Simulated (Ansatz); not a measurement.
## K3GaF6: computed property card

K3GaF6:
```cif
data_F6GaK3
_chemical_formula_sum 'K3 Ga1 F6'
_space_group_name_H-M_alt 'P 1'
_space_group_IT_number 1
_cell_length_a 6.20187
_cell_length_b 6.20187
_cell_length_c 6.20187
_cell_angle_alpha 60.000
_cell_angle_beta 60.000
_cell_angle_gamma 60.000
loop_
_space_group_symop_operation_xyz
  'x, y, z'
loop_
_atom_site_label
_atom_site_type_symbol
_atom_site_fract_x
_atom_site_fract_y
_atom_site_fract_z
_atom_site_occupancy
K1 K 0.25000 0.25000 0.25000 1
K2 K 0.75000 0.75000 0.75000 1
K3 K 0.50000 0.50000 0.50000 1
Ga1 Ga 0.00000 0.00000 0.00000 1
F1 F 0.78400 0.21600 0.21600 1
F2 F 0.21600 0.78400 0.78400 1
F3 F 0.21600 0.78400 0.21600 1
F4 F 0.78400 0.21600 0.78400 1
F5 F 0.21600 0.21600 0.78400 1
F6 F 0.78400 0.78400 0.21600 1
```

Space group Fm-3m (No. 225); conventional cell a = 8.771 Å, b = 8.771 Å, c = 8.771 Å, α = 90.00°, β = 90.00°, γ = 90.00°.

Method: the program Ansatz at the HSE06 level (PAW). Geometry: relaxed at this level of theory. Other levels are named where they apply.

### Cell and energy

- Volume per atom = 16.87 Å³
- Density = 2.96 g/cm³

### Electronic structure

- Band gap = 8.16 eV (direct)
- Valence-band maximum = at Γ
- Conduction-band minimum = at Γ

### Charges

- Bader charges = K +0.89 to +0.93, Ga +2.20, F -0.82 e

The workflow started from a Materials Project entry (that database holds measured and hypothetical structures alike); the Crystallography Open Database files this formula in space group No. 225, but the cells were not matched. Whether it is the stable phase at ambient conditions was not checked. Symmetry was held in the HSE06 relaxation; whether a distortion lowers the energy is not shown. The hybrid was solved on a coarse mesh, the path and, where they were found, the r²SCAN edge points; its band edges are the extreme levels among these. Spin–orbit coupling is left out wherever it is not named.

Potentials: the later of the program's two PAW sets.
